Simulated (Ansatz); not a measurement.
Computed with DFT PBE, scalar-relativistic, plane waves, PAW (Ansatz). All cells share a 420 eV cutoff and Γ-centred k meshes spaced at most about 0.3 Å⁻¹ (about 0.25 or finer for metals, 2π included). No spin polarisation in the final relaxations.

These are static total energies at zero pressure.

Compare these two cells of Ga3Se, each relaxed at this level.

A.

```cif
data_structure
_symmetry_space_group_name_H-M 'P4/mmm'
_symmetry_Int_Tables_number 123
_cell_length_a 4.3709
_cell_length_b 4.3709
_cell_length_c 4.4789
_cell_angle_alpha 90.000
_cell_angle_beta 90.000
_cell_angle_gamma 90.000
_cell_volume 85.57
loop_
_atom_site_label
_atom_site_type_symbol
_atom_site_symmetry_multiplicity
_atom_site_Wyckoff_symbol
_atom_site_fract_x
_atom_site_fract_y
_atom_site_fract_z
_atom_site_occupancy
Ga1 Ga 2 e 0.00000 0.50000 0.50000 1
Ga2 Ga 1 c 0.50000 0.50000 0.00000 1
Se1 Se 1 a 0.00000 0.00000 0.00000 1
```

B.

```cif
data_structure
_symmetry_space_group_name_H-M 'Pm-3m'
_symmetry_Int_Tables_number 221
_cell_length_a 4.4084
_cell_length_b 4.4084
_cell_length_c 4.4084
_cell_angle_alpha 90.000
_cell_angle_beta 90.000
_cell_angle_gamma 90.000
_cell_volume 85.67
loop_
_atom_site_label
_atom_site_type_symbol
_atom_site_symmetry_multiplicity
_atom_site_Wyckoff_symbol
_atom_site_fract_x
_atom_site_fract_y
_atom_site_fract_z
_atom_site_occupancy
Ga1 Ga 3 d 0.50000 0.00000 0.00000 1
Se1 Se 1 b 0.50000 0.50000 0.50000 1
```

Question: Which form is favoured at zero pressure, and by what margin per atom?

Answer: They are level within the accuracy (3 meV/atom apart, with A the lower in these runs). A has Ga and Se ordered on fcc sites, space group P4/mmm (No. 123), 21.4 Å³/atom and no gap on its mesh; B has Ga and Se ordered on fcc sites, space group Pm-3m (No. 221), 21.4 Å³/atom and no gap. Counting Ga atoms around Se (those within 1.25 times the shortest such distance or 1.15 times the sum of covalent radii; the shortest distance is added where it is long for a bond), A and B both have Se 12 from 3.1 Å. Both come from invented guesses.

For metals, differences of a few meV/atom aren't resolved. In P4/mmm, Pm-3m an odd number of electrons in the primitive cell allows no gap without spin; a larger cell or a magnetic state could open one. A magnetic state wasn't ruled out in cells without spin, among them Pm-3m. Cells relaxed within their symmetry can be saddle points.
